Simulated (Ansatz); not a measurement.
**Sr, a known structure type with other elements, at an estimated volume**

```
Sr
1.0
     1.83546    3.17910    0.00000
    -1.83546    3.17910    0.00000
     0.00000    0.00000   11.88767
Sr
4
Direct
  0.00000 0.00000 0.00000
  0.00000 0.00000 0.50000
  0.33333 0.33333 0.75000
  0.66667 0.66667 0.25000
```

The numbers come from plane-wave PAW DFT (Ansatz): r2SCAN, no spin polarisation, 500 eV, 11×11×3 Γ-centred k points, fermi-dirac occupations (width 0.1 eV). Nothing was relaxed.

Q: Is the cell too large or too small?

A: The pressure is 11.8 GPa (compression positive), so with the atoms held at these fractions the cell would first expand.

Q: What do density and ELF say about some of the short contacts?

A: Sr–Sr at 3.65 Å: least valence density 0.07 e/Å³ and ELF 0.12 there. Both are smooth PAW fields, read partly inside the augmentation spheres.

Q: Metal or insulator?

A: It is a metal, with about 3.3 states/eV a cell as the mean within 0.25 eV of the Fermi level.

Origin: a known structure type with other elements, at an estimated volume, so it need not be a known compound.
